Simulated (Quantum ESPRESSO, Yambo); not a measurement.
## Li2O at -3 % isotropic strain: DFT and GW levels

```xyz
3
Lattice="0.0000 2.2196 2.2196 2.2196 0.0000 2.2196 2.2196 2.2196 0.0000" Properties=species:S:1:pos:R:3 pbc="T T T"
Li     3.3294     3.3294     3.3294
Li     1.1098     1.1098     1.1098
O      4.4392     4.4392     4.4392
```

The PBEsol cell relaxed from Materials Project entry mp-1960 was given an isotropic strain of -3 % on all lattice vectors, and the atoms were relaxed again.

Starting point: norm-conserving PBEsol (Quantum ESPRESSO, 84 Ry, no spin-orbit coupling). G0W0 in Yambo: 6×6×6 Γ-centred k mesh, bands 3 to 95 and a 14 Ry block in the screening, 95 bands in G with the Bruneval-Gonze terminator, plasmon pole fitted at 27.2 eV.

PBEsol gap along the band path: 5.07 eV
PBEsol gap between the mesh's edge points (Γ → X): 5.07 eV
G0W0 gap between the same points: 7.89 eV
PBEsol smallest direct gap on the mesh (at Γ): 6.10 eV
G0W0 direct gap at that point: 8.98 eV

```csv
k point,band,E PBEsol (eV),E QP (eV),shift (eV),Z
Γ,VB,0.00,-1.75,-1.75,0.79
Γ,CB,6.10,7.23,1.12,0.85
L,VB,-0.52,-2.32,-1.81,0.79
L,CB,9.89,11.38,1.49,0.81
X,VB,-1.61,-3.52,-1.91,0.79
X,CB,5.07,6.14,1.07,0.86
```

Energies count from the PBEsol valence-band maximum.

Convergence of the G0W0 settings was not tested.
